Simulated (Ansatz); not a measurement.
Below is a relaxed structure of Sn3Te. The cell was found from a structure generator's guess, not taken from experiment.

Method: DFT PBE, scalar-relativistic, plane waves, PAW in Ansatz. Cutoff 420 eV, Γ-centred mesh, Gaussian smearing, no spin polarisation.

```
Sn Te
1.0
     4.62911    0.00000    0.00000
     0.00000    4.62911    0.00000
     0.00000    0.00000    5.41715
Sn Te
3 1
Direct
  0.00000 0.00000 0.00000
  0.00000 0.50000 0.50000
  0.50000 0.00000 0.50000
  0.50000 0.50000 0.00000
```

Energies over the elements count from the elements' standard structures at the same level, with no fitted energy shifts. The references include grey tin.

(1) What space group does it have?

(2) What is its formation energy per atom?

(3) Is it a metal?

Answers

(1) P4/mmm (No. 123), with Sn and Te ordered on fcc sites. Conventional cell: a = 4.629 Å, c = 5.417 Å. Around Sn on a site of symmetry 4/mmm lie 4 Te at 3.27 Å and 8 Sn at 3.56 Å; Sn on a site of symmetry mmm is surrounded by 4 Sn at 3.27 Å, 4 Sn at 3.56 Å and 4 Te at 3.56 Å; around Te lie 4 Sn at 3.27 Å and 8 Sn at 3.56 Å.

(2) +0.07 eV/atom. The separate elements lie lower, so it is unstable against them.

(3) Yes, bands cross the Fermi level on the 10×10×8 mesh.

The last run used a 10×10×8 mesh (in the run's order of axes) for its 4-atom cell and Gaussian smearing of 0.10 eV. The end has P-4m2 (No. 115) at a tolerance of 0.01 Å; the cell shown is made exact in the group found at 0.05 Å. Spin–orbit coupling, which can matter for Te, is left out. The reference form of Te is held partly by dispersion forces, which this level lacks. Symmetry constrained the relaxation, so the result can be a saddle point. Another cell of Sn3Te relaxed alike, in Im-3m, lies 149 meV/atom lower, so this cell isn't the stable form at this level.
